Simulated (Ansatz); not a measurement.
Ag (fcc (Cu type), Fm-3m) at seven volumes, DFT-r²SCAN+D4 in the program Ansatz with PAW potentials, scaled uniformly. One row is withheld.

```csv
V (Å³/atom),P (GPa)
15.495,13.41
16.006,8.05
16.516,3.63
17.027,0.00
17.538,?
18.049,-5.34
18.560,-7.28
```

Task: Fit the shown pressures and predict the withheld one.

Result: P = (3/2)B₀(x^(7/2) − x^(5/2))[1 + (3/4)(B′ − 4)(x − 1)] with x = (V₀/V)^(2/3). Least squares on the six rows gives V₀ = 17.030 Å³/atom, B₀ = 108 GPa, B′ = 5.74. At V = 17.538, x = 0.9806 and P = -2.92 GPa. The run itself gave -2.96 GPa.

The cell was relaxed with r²SCAN+D4 under the symmetry of its start. No spin polarisation was allowed. The pairwise dispersion correction was not fitted to metals.

Potentials: the later of the program's two PAW sets.
